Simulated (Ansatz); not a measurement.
The start is a randomly generated symmetric cell of HfIr3 (space group No. 71). Cell shape, volume and atoms are optimised at zero target pressure with PBEsol (plane waves to 420 eV, PAW, scalar-relativistic; Ansatz, a program for electronic structure). First-step values are on the input's coarse k-mesh.

Ansatz input (later rounds restart from its end on a renewed k-mesh):
Ansatz 0.2 input:
```yaml
crystal:
  lattice:
    - [-1.967817, 2.2362746, 4.2513149]
    - [1.967817, -2.2362746, 4.2513149]
    - [1.967817, 2.2362746, -4.2513149]
  atoms:
    - { symbol: Hf, position: [0.5, 0.5, 0] }
    - { symbol: Ir, position: [0, 0.5, 0.5] }
    - { symbol: Ir, position: [0.83413601, 0.83413601, 0] }
    - { symbol: Ir, position: [0.16586399, 0.16586399, 0] }
basis: { ecutwfc: 420, ecutrho_ratio: 4, xc_grid: 2, fft_grid_basis: typed }
kpoints: { mp_grid: { grid: [11, 11, 11] } }
hamiltonian:
  xc: pbesol
  dispersion: none
  pseudopotentials: { kind: paw }
scf: { occupations: { method: fermi_dirac, width: 0.05 } }
relax: { f_tol: 0.01, max_steps: 100, cell: { stress_tol: 0.02 } }
output: { forces: true, stress: true }
```

```json
{
  "outcome": "The space group stays Immm (No. 71) (the run could not lower it), with 4 atoms in the primitive cell",
  "energy_released": "0.92 eV/atom",
  "volume_change": "-12.0 %, from 18.71 to 16.47 Å³/atom",
  "Shortest distances (start → end)": "The closest pairs of elements (up to four, under 3.6 Å), start → end: Hf–Ir 2.24 → 2.45 Å; Ir–Ir 2.42 → 2.65 Å; Hf–Hf 3.94 → 2.71 Å",
  "optimiser_moves": "19"
}
```

Final values are on a 19×19×19 k-mesh of the relaxed cell. The start holds a very short contact (Hf–Ir 2.24 Å). No spin polarisation in the result.

The run could not lose the symmetry of its start, so the end can be a saddle point.

The relaxed structure here is a generated cell of HfIr3: the first start was made by a random draw of sites in a space group, and the end was not matched to a known phase here, so it may be hypothetical.
